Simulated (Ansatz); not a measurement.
Starting structure of a cell relaxation (symmetry kept):

```yaml
crystal:
  lattice:
    - [3.31940, 0.00000, 0.00000]
    - [-1.65970, 2.87469, 0.00000]
    - [0.00000, 0.00000, 14.58196]
  atoms:
    - { symbol: Zr, position: [0.33333, 0.66667, 0.08676] }
    - { symbol: Zr, position: [0.66667, 0.33333, 0.58676] }
    - { symbol: Zr, position: [0.66667, 0.33333, 0.91324] }
    - { symbol: Zr, position: [0.33333, 0.66667, 0.41324] }
    - { symbol: Al, position: [0.33333, 0.66667, 0.75000] }
    - { symbol: Al, position: [0.66667, 0.33333, 0.25000] }
    - { symbol: C, position: [0.00000, 0.00000, 0.00000] }
    - { symbol: C, position: [0.00000, 0.00000, 0.50000] }
```

Level of theory: Ansatz, DFT r2SCAN, scalar-relativistic, plane waves, PAW.

Settings: cutoff 500 eV, Γ-centred mesh 12×12×4 on the computed 8-atom cell, Gaussian smearing of 0.10 eV; no spin polarisation.

Question: What does it relax to?

Answer: The volume stays the same within 0.01 Å³/atom to 17.40 Å³/atom, and the energy changes by under 0.1 meV/atom. Final structure:
```cif
data_structure
_symmetry_space_group_name_H-M 'P 1'
_symmetry_Int_Tables_number 1
_cell_length_a 3.3185
_cell_length_b 3.3185
_cell_length_c 14.5930
_cell_angle_alpha 90.000
_cell_angle_beta 90.000
_cell_angle_gamma 120.000
_cell_volume 139.17
loop_
_atom_site_label
_atom_site_type_symbol
_atom_site_fract_x
_atom_site_fract_y
_atom_site_fract_z
_atom_site_occupancy
Zr1 Zr 0.33333 0.66667 0.08662 1
Zr2 Zr 0.66667 0.33333 0.58662 1
Zr3 Zr 0.66667 0.33333 0.91338 1
Zr4 Zr 0.33333 0.66667 0.41338 1
Al1 Al 0.33333 0.66667 0.75000 1
Al2 Al 0.66667 0.33333 0.25000 1
C1 C 0.00000 0.00000 0.00000 1
C2 C 0.00000 0.00000 0.50000 1
```

Course of the relaxation (steps run on the plane waves of an earlier cell, and the basis is chosen afresh near the end, so energy and pressure can step there; trial steps that raised the energy were taken back; energies are free energies):

| step | largest force component (eV/Å) | P (GPa) | V (Å³/atom) |
| --- | --- | --- | --- |
| 1 | 0.030 | -0.05 | 17.39 |
| 2 | 0.030 | 0.01 | 17.40 |
| 3 | 0.007 | 0.01 | 17.39 |
| 4 | 0.000 | 0.00 | 17.40 |
| 5 | 0.000 | 0.00 | 17.40 |

Cost: 1 run of about 2.7 core-minutes, on Intel Xeon Platinum 8259CL (Skylake/Cascade Lake) (shared hosts).